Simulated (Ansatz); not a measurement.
Rb:
```
Rb
1.0
    4.62340     0.00000     0.00000
    0.00000     4.62340     0.00000
    0.00000     0.00000     4.62340
Rb
1
Direct
  0.00000   0.00000   0.00000
```

Relaxed with PBE. Special points in fractions of this cell's reciprocal vectors: Γ (0.000, 0.000, 0.000); X (0.000, 0.500, 0.000); M (0.500, 0.500, 0.000); R (0.500, 0.500, 0.500).

Task: List the band energies nearest the Fermi level at these points for plane-wave PAW PBE (Ansatz code).

Result: In eV from the Fermi level; about four levels below and three above (degenerate sets whole), none deeper than 8.9 eV; points with the same levels are listed once.

| k | below | above |
|---|---|---|
| Γ | -1.87 | 2.33 2.33 5.66 5.66 5.66 |
| X | -0.16 | 0.32 2.90 4.07 4.07 |
| M | – | 0.84 1.65 2.08 2.08 |
| R | – | 1.83 1.83 1.83 |

Space group Pm-3m (simple cubic). The cell is a constructed one: a structure type filled with these elements; neither database checked (COD, Materials Project) lists it. It is not the phase usual at ambient conditions (space group No. 229). The PBE relaxation kept the symmetry of its start. At this level the phase is mechanically unstable. Scalar-relativistic: spin–orbit coupling is off unless named, which matters more the heavier the elements.

Potentials: the later of the program's two PAW sets.
